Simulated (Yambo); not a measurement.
Data:

```
CELL_PARAMETERS angstrom
     -2.58419     2.58419     5.17384
      2.58419    -2.58419     5.17384
      2.58419     2.58419    -5.17384
ATOMIC_POSITIONS crystal
  Si 0.25000 0.75000 0.50000
  Si 0.75000 0.25000 0.50000
  Si 0.50000 0.50000 0.00000
  P  0.63987 0.63987 0.51700
  P  0.36013 0.87713 0.00000
  P  0.12287 0.12287 0.48300
  P  0.87713 0.36013 0.00000
  Ni 0.00000 0.00000 0.00000
```

Workflow: PBEsol (pw.x of Quantum ESPRESSO, ONCV potentials, without SOC), then G0W0 in Yambo (4×4×4 Γ-centred k mesh, bands 5 to 149 and a 6 Ry block in the screening, 149 bands in G with the Bruneval-Gonze terminator, plasmon pole fitted at 27.2 eV).

Question: Give the PBEsol and G0W0 gaps between the band edges found on this mesh, and say where the edges lie.

Answer: Edges: Γ → Z. PBEsol: 0.26 eV; G0W0: 0.50 eV. Convergence of the G0W0 settings was not tested. 

Geometry of the Materials Project entry, not relaxed at this level.

The runs are not spin-polarised; magnetic order was not tried.
